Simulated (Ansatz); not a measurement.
La:
```
La
1.0
    3.58436     0.00000     0.00000
   -1.79218     3.10414     0.00000
    0.00000     0.00000    11.56087
La
4
Direct
  0.00000   0.00000   0.00000
  0.00000   0.00000   0.50000
  0.33333   0.66667   0.25000
  0.66667   0.33333   0.75000
```

Relaxed with LDA. Special points in fractions of this cell's reciprocal vectors: Γ (0.000, 0.000, 0.000); M (0.500, 0.000, 0.000); K (0.333, 0.333, 0.000); A (0.000, 0.000, 0.500); L (0.500, 0.000, 0.500); H (0.333, 0.333, 0.500).

Task: List the band energies nearest the Fermi level at these points for LDA in the plane-wave PAW code Ansatz.

Result: In eV from the Fermi level; about four levels below and three above (degenerate sets whole), none deeper than 8.9 eV; points with the same levels are listed once.

```csv
k,below,above
Γ,-3.12 -1.97 -1.76 -1.74,0.59 0.75 1.21 1.21
M,-1.31 -0.89 -0.32 -0.26,0.45 1.13 1.19
K,-1.19 -1.19 -0.87 -0.63 -0.63,0.26 0.43 0.43
A,-2.57 -2.57 -1.83 -1.83,0.69 0.69 1.29 1.29
L,-1.57 -1.57 -1.34 -1.34,0.59 0.59 1.34 1.34
H,-1.43 -1.43 -0.42 -0.42,0.04 0.04 0.15 0.15
```

Space group P6_3/mmc (dhcp (α-La type)). The cell was relaxed with LDA under the symmetry of its start. Scalar-relativistic: spin–orbit coupling is off unless named, which matters more the heavier the elements.

Potentials: the earlier of the program's two PAW sets. The files were generated under PBE; for other functionals the program regenerates the frozen cores, and for LDA and PBEsol the local potential too.
